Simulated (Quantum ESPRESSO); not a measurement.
# Strain and stress in SiMgGa2N4

Calculated results; nothing here was measured. They come from pw.x of Quantum ESPRESSO 7.5, a plane-wave density functional program, with PseudoDojo standard norm-conserving files (v0.5 for PBE, v0.4.1 for LDA and PBEsol). The cells are made up: elements, strain and atom displacements were drawn at random, and nothing was relaxed. There is no spin polarisation, spin-orbit coupling or dispersion term.

The cell has 8 sites of a zincblende or diamond lattice. Sites 1 to 4 hold Si Mg Ga Ga; sites 5 to 8 hold N N N N. Cell vectors in Å: (4.681, -0.018, 0.000); (-0.018, 4.681, 0.000); (0.000, 0.000, 4.681). Settings: PBE, cutoff 1143 eV, 4 x 4 x 4 k mesh shifted by half a step, Fermi-Dirac smearing of 0.025 eV.

Each run adds a shear xy (given as the tensor component) to one cell, with the atoms carried along; the vectors above are those of run 2. Stress is positive in tension and P is minus a third of its trace. E is the free energy for each atom above the lowest run shown.

```
run  strain (%)  s_xx (GPa)  s_yy (GPa)  s_zz (GPa)  s_xy (GPa)  P (GPa)  E (meV/atom)
  1       -1.97       15.87        9.65       10.55       -3.47   -12.02          3.57
  2       -0.39       16.29        9.70       10.33        0.31   -12.11          0.00
  3        0.41       16.36        9.57       10.15        2.22   -12.03          1.55
  4        0.66       16.36        9.51       10.08        2.82   -11.98          2.50
  5        1.12       16.34        9.37        9.94        3.93   -11.88          4.97
  7        2.30       16.14        8.85        9.51        6.78   -11.50         14.68
  6        1.81           ?           ?           ?           ?        ?             ?
```

A rerun of one of these cells at 1437 eV and k mesh 6 x 6 x 6 moved values by no more than 0.004 eV in the cell's energy, 0.02 GPa in stress and 0.004 eV/Å in force.

## Worked fit

A parabola through the six runs shown gives s_xy = 1.24 + 2.40 e + 0.005 e² GPa, with e in per cent and a scatter of 0.01 GPa. The slope is a stiffness of 240 ± 1 GPa for each unit of this strain at e = 0, twice a shear constant under the stress shown, since the tensor component is half the shear angle. The atoms are clamped, and relaxing them would in general lower it. The error is the larger of the fit's own and the change that a cubic makes, rounded up.

## Withheld run

Question: what s_xy should run 6 give?

The fit gives 5.60 GPa. The calculation gave 5.59 GPa.

| run | strain (%) | s_xx (GPa) | s_yy (GPa) | s_zz (GPa) | s_xy (GPa) | P (GPa) | E (meV/atom) |
| --- | --- | --- | --- | --- | --- | --- | --- |
| 6 | 1.81 | 16.25 | 9.09 | 9.70 | 5.59 | -11.68 | 9.99 |